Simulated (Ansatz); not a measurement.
**BiTe: the relaxed cell by functional**

The starting cell is an entry of the Crystallography Open Database (1963):

```
CELL_PARAMETERS angstrom
0.00000 3.23500 3.23500
3.23500 0.00000 3.23500
3.23500 3.23500 0.00000
ATOMIC_POSITIONS crystal
Bi 0.00000 0.00000 0.00000
Te 0.50000 0.50000 0.50000
```

Atoms and cell were relaxed at zero pressure with plane-wave PAW DFT (Ansatz 0.2.0; one set of PAW datasets, made under PBE, for all functionals; 420 eV, r2SCAN 500 eV; 9×9×9 Γ-centred mesh, fermi-dirac occupations of width 0.100 eV; no spin polarisation, no spin-orbit coupling, no dispersion correction), keeping the symmetry (Fm-3m, No. 225).

Four functionals were used, LDA, PBEsol, PBE and r2SCAN. Their relaxed conventional cells, unnamed:

| run | a (Å) | volume (Å³/atom) |
| --- | --- | --- |
| A | 6.507 | 34.45 |
| B | 6.353 | 32.05 |
| C | 6.475 | 33.93 |
| D | 6.399 | 32.75 |

Task: Which run is LDA's and which PBE's?

Result: B is LDA, which overbinds and gives the smallest cell, and A is PBE, as a rule the largest. Of the two between, D is PBEsol and C is r2SCAN, an order that varies from crystal to crystal. Formation energies in eV an atom: LDA -0.074, PBEsol -0.077, PBE -0.069, r2SCAN -0.052.

Caveats: each relaxation keeps the start's symmetry, so a distorted cell may lie lower; computed cells are at 0 K with fixed nuclei; no spin-orbit coupling, which moves formation energies of heavy elements; formation energies are at zero smearing against the elements' usual phases under the same functional, gases as free molecules, uncorrected.
